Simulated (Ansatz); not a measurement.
input.yaml (Ansatz)

```yaml
crystal:
  lattice:
    - [0.0, 3.0337473641, 3.0337473641]
    - [3.0337473641, 0.0, 3.0337473641]
    - [3.0337473641, 3.0337473641, 0.0]
  atoms:
    - { symbol: Ba, position: [0.0, 0.0, 0.0] }
hamiltonian:
  xc: lda
  pseudopotentials:
    kind: paw
    azcp:
      Ba: "pseudopotentials/Ba.paw.azcp"
basis:
  ecutwfc: 420
  fft_grid_basis: typed
kpoints:
  mp_grid: { grid: [10, 10, 10], shift: [0, 0, 0] }
magnetization:
  spin_polarized: false
scf:
  occupations: { method: fermi_dirac, width: 0.1 }
  lower_state_search: "off"
output:
  stress: true
```

and its output:

```
Warning: the record states the generating functional pbe (its physics header spells it `PBE`), which answers neither for hamiltonian.xc's functional nor for the lda family's — results may be inconsistent (PPs are generated against a specific XC)
Engine: ansatz 0.2.0, aarch64-unknown-linux-gnu
Pseudopotentials: kind: paw
Pseudopotential: Ba, paw, valence charge 10, recommended cutoff 420 eV (normal) 
Functional definition: SPW92
  exchange = slater_x
  correlation = pw_c
Crystal: 1 atoms, lattice volume = 55.843 Å³
Basis set: ecut = 420 eV, 1067 PW (Γ)
Bands: 9, of which v1, the nominal top of the filled ones, is band 5 counted from 1 (4 counted from 0)
Symmetry: 48 space group operations
Space group: Fm-3m (ITA 225), of the structure as read, at distance tolerance 3.8e-5 Å
k-points: 47 of 1000
Non-local potential: Ba, projectors of the file, l = 0: 3, l = 1: 2, l = 2: 2, l = 3: 2
PAW form: soft (Blöchl's): semilocal exchange-correlation on the pseudo side does not see the compensation charge
PAW frozen core: Ba, regenerated for the run's functional, and the local potential with it (the file was generated under x = pbe(κ = 0.804, μ = 0.2195149727645171), c = pbe(β = 0.06672455060314922))
PAW one-centre angular grid: Ba, 194 points (default); XC on 64 Gauss nodes
Initial density: superposition of atomic densities (neutral atoms: chi_scale 0, normalization atom), corrected by the library's trained network
Initial wavefunctions: pseudopotential atomic-orbital guess
Functional: x = slater, c = lda
SCF iter   1: F=—  HF=-5779.592478 eV  |F-HF|=—  |Δ(HF+E_count)|=         —  Δρ=3.20e-3  dr2=3.36e-3  ethr=1.77e-3  ⟨swp⟩=7.1  Hψ=4038  notcnv=0
SCF iter   2: F=—  HF=-5779.591816 eV  |F-HF|=—  |Δ(HF+E_count)|=   6.61e-4  Δρ=1.70e-3  dr2=1.02e-3  ethr=3.36e-5  ⟨swp⟩=2.4  Hψ=1014  notcnv=0
SCF iter   3: F=—  HF=-5779.591641 eV  |F-HF|=—  |Δ(HF+E_count)|=   1.76e-4  Δρ=1.78e-4  dr2=2.10e-5  ethr=1.02e-5  ⟨swp⟩=2.2  Hψ=648  notcnv=0
SCF iter   4: F=—  HF=-5779.591635 eV  |F-HF|=—  |Δ(HF+E_count)|=   6.24e-6  Δρ=3.51e-5  dr2=3.68e-7  ethr=2.10e-7  ⟨swp⟩=2.6  Hψ=701  notcnv=0
iter 5 did not close the SCF: its close was put off for the readings that it lacked (scf_convergence_deferred on its scf_iter line)
SCF iter   5: F=-5779.591634 eV  HF=-5779.591634 eV  |F-HF|=1.17e-8  |Δ(HF+E_count)|=   1.69e-7  Δρ=5.36e-6  dr2=1.57e-8  ethr=3.68e-9  ⟨swp⟩=2.5  Hψ=709  notcnv=0
SCF iter   6: F=-5779.591634 eV  HF=-5779.591634 eV  |F-HF|=6.37e-11  |Δ(HF+E_count)|=   6.81e-9  Δρ=4.08e-7  dr2=1.19e-10  ethr=1.57e-10  ⟨swp⟩=2.2  Hψ=1542  notcnv=0
SCF 1 converged in 6 iterations: F = -5779.591634 eV  dr2 = 1.19e-10
SCF converged after 6 iterations
Free energy (F): -5779.591634 eV
Harris-Foulkes:  -5779.591634 eV  (|F-HF|=6.37e-11)
Internal energy: -5779.536654 eV  (E = F + TS)
E sigma→0 (E₀):  -5779.564144 eV
Entropy (-TS):   -0.054981 eV (-54.981 meV/atom)
Fermi energy:    6.572740 eV
--- Per-component energies (eV) ---
  E_band       = -75.890964
  E_kinetic    = 167.387088
  E_local      = -349.674201  (includes V_loc(G=0)·N_el)
  E_nonlocal   = 60.409350
  E_hartree    = 109.405062
  E_xc         = -165.516637
  E_vxc        = -134.112463  (∫ρ·V_xc dr)
  E_paw        = -5057.780008  (= ΣΔE_a)
  E_vpaw       = -38.711041  (= ΣTr[D̂ρ^β])
  E_aug_tail   = -0.000002  (compensation charges beyond the density's cutoff)
  E_ewald      = -544.049821
  E_core_change = 0.282516  (= ΣΔE_core)
  E_smearing   = -0.054981  (= −TS)
  E_closure    = 0.000000  (closes the sum)
  Σ components = -5779.591634   (vs F -5779.591634, Δ=0.00e0)
--- Stress (GPa, compression-positive) ---
       -0.350226       0.000000      -0.000000
       -0.000000      -0.350226      -0.000000
       -0.000000      -0.000000      -0.350226
  P = ⅓ Tr σ = -0.3502 GPa (-3.502 kbar)
```
